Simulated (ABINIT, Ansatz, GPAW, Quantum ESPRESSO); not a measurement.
# RuAu: programs and potentials compared

```
CELL_PARAMETERS angstrom
3.16481 0.00000 0.00000
0.00000 3.16481 0.00000
0.00000 0.00000 3.16481
ATOMIC_POSITIONS crystal
Ru 0.00000 0.00000 0.00000
Au 0.50000 0.50000 0.50000
```

The cell comes from a database or a generator and needn't be the stable form of this composition.

Alike in all runs: task single point; functional PBE; k mesh 8 × 8 × 8; occupations fermi-dirac, width 0.05 eV; no spin polarisation; no spin-orbit coupling. Pressure is positive in compression and, in plane waves, holds the error of the finite cutoff, which Ansatz's Pulay term estimates and takes out.

```tsv
program and potentials	plane-wave cutoff (eV)	notes	band gap (eV)	pressure (GPa)
GPAW, GPAW PAW data sets (gpaw-data 1.2.1)	600	13.5 valence electrons an atom on average; this data set often lies off other programs	no gap	1.98
Ansatz, all-electron LAPW, scalar-relativistic	-	-	no gap	0.36
Ansatz, Ansatz PAW (earlier soft set)	420	17.5 valence electrons an atom on average; Pulay term of +0.10 GPa included	no gap	0.38
ABINIT, JTH PAW PBE v2.0	544	13.5 valence electrons an atom on average	no gap	0.60
Quantum ESPRESSO, SSSP 1.3 efficiency PBE	816	17.5 valence electrons an atom on average	no gap	-0.26
```

None finds a gap. The pressure spans -0.26 (Quantum ESPRESSO, SSSP 1.3 efficiency PBE) to 1.98 GPa (GPAW, GPAW PAW data sets (gpaw-data 1.2.1)), with all-electron results at 0.36. The pressure on the cell as given of GPAW, GPAW PAW data sets (gpaw-data 1.2.1) lies far from the others; the cause wasn't traced.

Differences between rows come from potentials, basis sets and numerical settings, since the functional is the same but for its coding. Runs on potential files found faulty are left out.
